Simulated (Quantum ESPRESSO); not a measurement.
```cif
data_La2N4O2Ta2
_chemical_formula_sum 'N4 O2 La2 Ta2'
_space_group_name_H-M_alt 'P 1'
_space_group_IT_number 1
_cell_length_a 5.67030
_cell_length_b 5.67030
_cell_length_c 5.73465
_cell_angle_alpha 119.001
_cell_angle_beta 119.001
_cell_angle_gamma 90.742
loop_
_space_group_symop_operation_xyz
  'x, y, z'
loop_
_atom_site_label
_atom_site_type_symbol
_atom_site_fract_x
_atom_site_fract_y
_atom_site_fract_z
_atom_site_occupancy
N1 N 0.23120 0.76880 0.50000 1
N2 N 0.76880 0.23120 0.50000 1
N3 N 0.32555 0.32555 0.03148 1
N4 N 0.67445 0.67445 0.96852 1
O1 O 0.81089 0.18911 0.00000 1
O2 O 0.18911 0.81089 0.00000 1
La1 La 0.24957 0.24957 0.50691 1
La2 La 0.75043 0.75043 0.49309 1
Ta1 Ta 0.00000 0.50000 0.00000 1
Ta2 Ta 0.50000 0.00000 0.00000 1
```

The geometry is that of Materials Project entry mp-550514, symmetrised and not relaxed again.

### Question
What does PBEsol (pw.x of Quantum ESPRESSO, ONCV potentials, scalar-relativistic) give for the electronic structure near the Fermi level?

### Answer
The PBEsol gap is indirect, 0.66 eV, from Γ to X; the smallest direct gap is 0.82 eV. Another valence extremum on the path lies within 0.02 eV, too close to call. Without spin-orbit coupling, band edges of such heavy elements can be off by tenths of an eV. The 4f states are in the valence at their DFT position.

The structure is a Materials Project entry; no match was found in the copy of COD used, and its stability was not checked.
